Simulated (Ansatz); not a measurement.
Put Ba2W3 in Pm-3m (No. 221): Ba on 1a and 1b; W on 3c.

Computed with DFT PBE, scalar-relativistic, plane waves, PAW (Ansatz). Cutoff 420 eV, Γ-centred mesh, Gaussian smearing, no spin polarisation.

Formation energies are uncorrected and refer to the elements' standard structures at the same level.

**Question.** Give the relaxed lattice parameters and positions.

**Answer.**

Space group Pm-3m (No. 221). a = 5.118 Å, b = 5.118 Å, c = 5.118 Å, α = 90.00°, β = 90.00°, γ = 90.00°
| atom | site | symmetry | x | y | z |
| --- | --- | --- | --- | --- | --- |
| Ba | 1a | m-3m | 0.0000 | 0.0000 | 0.0000 |
| Ba | 1b | m-3m | 0.5000 | 0.5000 | 0.5000 |
| W | 3c | 4/mm.m | 0.0000 | 0.5000 | 0.5000 |

Ba on its first site is surrounded by 12 W at 3.62 Å and 8 Ba at 4.43 Å; around Ba on its second site lie 6 W at 2.56 Å and 8 Ba at 4.43 Å; W has 2 Ba at 2.56 Å, 4 Ba at 3.62 Å and 8 W at 3.62 Å.

**Question.** And its energy and gap?

**Answer.** The energy over the elements is +3.09 eV/atom and the gap on the 8×8×8 mesh of the 5-atom cell is 0 eV (a metal). It can't be a ground state, since the elements alone are lower.

The last run used Gaussian smearing of 0.10 eV. Spin–orbit coupling, which can matter for W, is left out. The cell is a metal run without spin; a magnetic state may lie lower. A structure relaxed within its symmetry needn't be a true minimum.
